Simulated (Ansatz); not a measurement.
One crystal and one scan (scan of one atom of the cell) at two levels, PBE (plane waves to 420 eV, PAW, scalar-relativistic; Ansatz, a first-principles code) and r2SCAN (plane waves to 500 eV, PAW, scalar-relativistic; Ansatz), each from its own relaxed cell and on its own mesh. The cell shown is that of PBE.

Starting cell, Y (hcp, Mg type):

```
CELL_PARAMETERS angstrom
      7.31136     0.00000     0.00000
     -1.82784     3.16591     0.00000
      0.00000     0.00000     5.67880
ATOMIC_POSITIONS crystal
  Y  0.16667 0.66667 0.75000
  Y  0.66667 0.66667 0.75000
  Y  0.33333 0.33333 0.25000
  Y  0.83333 0.33333 0.25000
```

In each cell atom 2 (Y, nearest neighbour Y at 3.538 Å; its periodic images, 3.7 Å or more away, move with it) moves by s·(1.000, 0.000, 0.000) (along Cartesian x), the rest being held.

E stands for the smeared free energy. The PAW data are Ansatz's earlier set. Y is run without spin polarisation. Y was relaxed with its symmetry unable to fall. With partly filled bands, energies and forces of such displacements shift with the k mesh and the smearing. Both scans cover s from -0.710 to 0.710 Å.

ΔE (meV/cell), each from the undisplaced structure of its own level:

```
s (Å)   PBE    r2SCAN
------  ---  --------
-0.710  809       816
-0.568  517       529
-0.426  289       300
-0.284  128       134
-0.142   32        34
0.000     0         0
0.142    32        34
0.284   127       133
0.426   285       292
0.568   504       507
0.710   784  withheld
```

**Question.** Estimate the r2SCAN value at 0.710 from the PBE value there and the ratio of the two levels in the two nearest given rows on that side of the minimum.

**Answer.** At 0.568 and 0.426 the ratio r2SCAN/PBE averages 1.015, which gives 1.015 × 784 = 796 meV/cell. The calculation gives 776 meV/cell, -1.0 % against PBE.

(A displaced cell: forces are minus the slopes of the energy, force constants its curvatures, and phonons follow from these.)
